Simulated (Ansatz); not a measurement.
BP:
```cif
data_B3P3
_chemical_formula_sum 'B3 P3'
_space_group_name_H-M_alt 'P 1'
_space_group_IT_number 1
_cell_length_a 3.26457
_cell_length_b 3.26457
_cell_length_c 6.97688
_cell_angle_alpha 90.000
_cell_angle_beta 90.000
_cell_angle_gamma 120.000
loop_
_space_group_symop_operation_xyz
  'x, y, z'
loop_
_atom_site_label
_atom_site_type_symbol
_atom_site_fract_x
_atom_site_fract_y
_atom_site_fract_z
_atom_site_occupancy
B1 B 0.50000 0.00000 0.50000 1
B2 B 0.00000 0.50000 0.16667 1
B3 B 0.50000 0.50000 0.83333 1
P1 P 0.50000 0.00000 0.00000 1
P2 P 0.00000 0.50000 0.66667 1
P3 P 0.50000 0.50000 0.33333 1
```

Relaxed with r²SCAN+D4. The program Ansatz at the r²SCAN+D4 level (PAW) gives a gap of 0.19 eV.

**Question.** What gap does HSE06 give on the same cell (Ansatz, PAW)?

**Answer.** 0.57 eV, 0.39 eV more. The hybrid was solved on a coarser mesh and at special points; its gap is the smallest among all of these.

```tsv
k	v1 r²SCAN+D4	c1 r²SCAN+D4	v1 HSE06	c1 HSE06
Γ	0.00	2.69	0.00	3.14
A	-0.75	2.29	…	…
K	-2.74	1.63	…	…
H	-3.04	3.28	…	…
M	-2.69	0.19	-2.85	0.57
L	-3.26	2.15	…	…
```

**Question.** Top valence (v1) and lowest conduction level (c1) in eV from each method's valence maximum (which need not be a listed point): supply the withheld HSE06 values.

**Answer.** 
- L, v1 HSE06: -3.41
- L, c1 HSE06: 2.61
- K, v1 HSE06: -2.83
- K, c1 HSE06: 2.14
- A, v1 HSE06: -0.81
- A, c1 HSE06: 2.92
- H, v1 HSE06: -3.18
- H, c1 HSE06: 3.79

Cost on shared cores: the r²SCAN+D4 run (SCF on a 10×10×4 mesh, then bands and DOS) roughly 23 core-seconds, the HSE06 run (SCF on 6×6×3, then a few points) around 60 core-seconds (rough); the tasks are unlike.

Space group P6_222. The start of the workflow was typed in or built on a structure type; neither database checked (COD, Materials Project) lists it. It is not the phase usual at ambient conditions (space group No. 216). Symmetry was held in the r²SCAN+D4 relaxation; whether a distortion lowers the energy is not shown.

Potentials: the later of the program's two PAW sets.
